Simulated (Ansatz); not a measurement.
MoS₂ (2H-MoS2 type, space group P6_3/mmc)

```cif
data_Mo2S4
_chemical_formula_sum 'Mo2 S4'
_space_group_name_H-M_alt 'P63/mmc'
_space_group_IT_number 194
_space_group_name_Hall '-P 6c 2c'
_cell_length_a 3.17320
_cell_length_b 3.17320
_cell_length_c 12.43700
_cell_angle_alpha 90.000
_cell_angle_beta 90.000
_cell_angle_gamma 120.000
loop_
_atom_site_label
_atom_site_type_symbol
_atom_site_symmetry_multiplicity
_atom_site_Wyckoff_symbol
_atom_site_fract_x
_atom_site_fract_y
_atom_site_fract_z
_atom_site_occupancy
Mo1 Mo 2 c 0.33333 0.66667 0.25000 1
S1 S 4 f 0.66667 0.33333 0.12490 1
```

This relaxed cell (volume V₀) is scaled evenly in all directions, its shape held. The atoms relax within the cell's symmetry.

Computed with r2SCAN+rVV10 (plane waves to 500 eV, PAW, scalar-relativistic; Ansatz, a program for electronic structure). k mesh 12×12×3 (Γ-centred), Fermi-Dirac smearing 0.05 eV. Energies are smeared free energies. Compression counts positive. MoS2 is run without spin polarisation. MoS2 was relaxed with its symmetry unable to fall. The PAW data are Ansatz's earlier set. ΔE is measured from the relaxed starting cell.

| V (Å³/atom) | P (GPa) | ΔE (meV/atom) |
|---|---|---|
| 16.991 | 5.31 | 16.9 |
| 17.172 | 4.30 | 11.5 |
| 17.352 | 3.35 | 7.3 |
| 17.533 | 2.44 | 4.0 |
| 17.714 | 1.58 | [?] |
| 17.895 | 0.77 | 0.4 |
| 18.075 | 0.00 | 0.0 |
| 18.256 | -0.73 | 0.4 |
| 18.437 | -1.42 | [?] |
| 18.618 | -2.08 | 3.6 |
| 18.798 | -2.69 | 6.3 |
| 18.979 | -3.33 | 9.8 |
| 19.160 | -3.90 | 13.8 |

Complete the blanks.


- 17.714, ΔE (meV/atom): 1.8
- 18.437, ΔE (meV/atom): 1.6

(Under strain, the slope of the energy per volume gives the stress and its curvature an elastic modulus.)
